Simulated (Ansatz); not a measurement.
**What moves the field gradients of Na₃WClO₄?**

Cell of run 1: a refined structure from the COD, atoms as given.

Space group P4/nmm:1 (No. 129); a = 7.5181, c = 5.3600 Å.

| site | Wyckoff | site symmetry | x | y | z |
| --- | --- | --- | --- | --- | --- |
| Na1 | 2c | 4mm | 0.5000 | 0.0000 | 0.3603 |
| Na3 | 4d | ..2/m | 0.7500 | 0.2500 | 0.0000 |
| W | 2b | -4m2 | 0.0000 | 0.0000 | 0.5000 |
| Cl | 2c | 4mm | 0.5000 | 0.0000 | 0.8435 |
| O | 8i | .m. | 0.8111 | 0.0000 | 0.3019 |

One atom of each set is listed.

Relaxed positions (PBE, cell held):

Na1 (0.5000, 0.0000, 0.3584)
Na3 (0.7500, 0.2500, 0.0000)
W (0.0000, 0.0000, 0.5000)
Cl (0.5000, 0.0000, 0.8420)
O (0.8094, 0.0000, 0.2988)

All runs are DFT with Ansatz 0.2.0 (plane waves and PAW, scalar-relativistic unless spin–orbit coupling is named, Γ-centred meshes, Fermi–Dirac smearing where given) in this cell.

Run 1: PBE, atoms as given; 420 eV, 3×3×4 k-points, smearing 0.02 eV.
Run 2: PBE, atoms relaxed; 420 eV, 3×3×4 k-points, smearing 0.02 eV.
Run 3: r2SCAN, at the relaxed atoms; 500 eV, 3×3×4 k-points, smearing 0.02 eV.
Run 4: PBE with spin–orbit coupling, at the relaxed atoms; 420 eV, 3×3×4 k-points, smearing 0.02 eV.

(1) What does each run give, and what moves the gradients most?

Answers

(1) 

| run | Na1 V_zz (η) | Na3 V_zz (η) | W V_zz (η) | Cl V_zz (η) | O V_zz (η) |
| --- | --- | --- | --- | --- | --- |
| 1 | 0.49 (0.00) | -0.54 (0.48) | -10.22 (0.00) | -1.72 (0.00) | 1.13 (0.97) |
| 2 | 0.54 (0.00) | -0.55 (0.58) | -10.96 (0.00) | -1.75 (0.00) | 1.43 (0.81) |
| 3 | 0.53 (0.00) | -0.56 (0.53) | -11.02 (0.00) | -1.94 (0.00) | 1.53 (0.79) |
| 4 | 0.54 (0.00) | -0.55 (0.58) | -11.02 (0.00) | -1.75 (0.00) | 1.45 (0.80) |

V_zz in 10²¹ V/m². Against run 1, the gradient tensors on these sites move by at most 0.74 in run 2 (W), 0.80 in run 3 (W), 0.80 in run 4 (W). Taken one at a time, the positions of the atoms (as given or relaxed) move the tensors on these sites by up to 0.74 (largest principal value of the change, on W), the functional (r2SCAN with its higher cutoff) by 0.18 (Cl), spin–orbit coupling by 0.06 (W).

In runs 1, 3 the atoms aren't at the calculated equilibrium (largest force 1.1, 0.47 eV/Å).
